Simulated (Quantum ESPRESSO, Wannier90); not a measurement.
# VN (P-6m2), plane waves to Wannier functions

```
begin unit_cell_cart
ang
    2.7339000643    0.0000000000    0.0000000000
   -1.3669500322    2.3676269071    0.0000000000
    0.0000000000    0.0000000000    2.6413500000
end unit_cell_cart
begin atoms_frac
V   -0.3333333333  0.3333333333  0.0000000000
N    0.3333333333 -0.3333333333  0.5000000000
end atoms_frac
```

Materials Project entry mp-1018027; symmetrised, unrelaxed at this level. Not found in the COD (Crystallography Open Database) copy used, which has the formula in other groups; not checked further. Level: PBEsol, no spin polarisation, no spin-orbit coupling; pw.x of Quantum ESPRESSO at 68 Ry with PseudoDojo potentials, 12×12×10 k-points, Wannier90. Density: 18×18×12 mesh, cold smearing 0.01 Ry. A non-magnetic state is assumed, with no Hubbard U on the 3d ions.

Bands 6-13 form an isolated set from -8.16 to 5.79 eV relative to the Fermi level (on the path) and are turned into 8 Wannier functions by minimising the spread from the start: atomic waves N 2p, V 3d.

### Question
Where do the functions sit, how wide are they and what are they made of?

### Answer
```
functions  spread (Å²)  nearest atom, distance (Å)  second atom, distance (Å)  weight on atomic waves
---------  -----------  --------------------------  -------------------------  ----------------------
1                 0.78                      V 0.01                     N 2.05               V 3d 98 %
2                 0.75                      V 0.00                     N 2.06     V 3d 94 %, N 2s 4 %
2                 0.85                      V 0.08                     N 2.01               V 3d 96 %
1                 1.00                      N 0.00                     V 2.06               N 2p 91 %
2                 0.93                      N 0.00                     V 2.06               N 2p 93 %
```

Ω_I = 6.53 Å², Ω_total = 6.84 Å²; the interpolated bands follow pw.x to 0.7 meV rms on the path. Only this start was tried; a symmetric start can stop on a saddle, and mixtures of these functions could lower the total by at most Ω_total − Ω_I.
